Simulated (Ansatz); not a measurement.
Y:
```xyz
2
Lattice="3.6764 0.0000 0.0000 -1.8382 3.1839 0.0000 0.0000 0.0000 5.6759" Properties=species:S:1:pos:R:3 pbc="T T T"
Y      0.0000     2.1226     4.2570
Y      1.8382     1.0613     1.4190
```

Relaxed with r²SCAN+D4. Special points in fractions of this cell's reciprocal vectors: Γ (0.000, 0.000, 0.000); M (0.500, 0.000, 0.000); K (0.333, 0.333, 0.000); A (0.000, 0.000, 0.500); L (0.500, 0.000, 0.500); H (0.333, 0.333, 0.500).

List the band energies nearest the Fermi level at these points for the program Ansatz at the r²SCAN+D4 level (PAW).

In eV from the Fermi level; about four levels below and three above (degenerate sets whole), none deeper than 8.9 eV; points with the same levels are listed once.

```csv
k,below,above
Γ,-4.91 -1.86,0.85 1.94 1.94
M,-1.73 -1.20 -0.79 -0.27,1.57 1.62 2.31
K,-0.75 -0.75 -0.69 -0.56,1.22 1.22 2.60
A,-3.39 -3.39,1.11 1.11 1.84 1.84 1.84 1.84
L,-1.67 -1.67,0.11 0.11 1.39 1.39
H,-0.44 -0.44 -0.28 -0.28,0.36 0.36 3.05 3.05
```

Space group P6_3/mmc (hcp (Mg type)). The r²SCAN+D4 relaxation kept the symmetry of its start. The run is not spin-polarised. The pairwise dispersion correction was not fitted to metals. Spin–orbit coupling is left out wherever it is not named.

Potentials: the earlier of the program's two PAW sets.
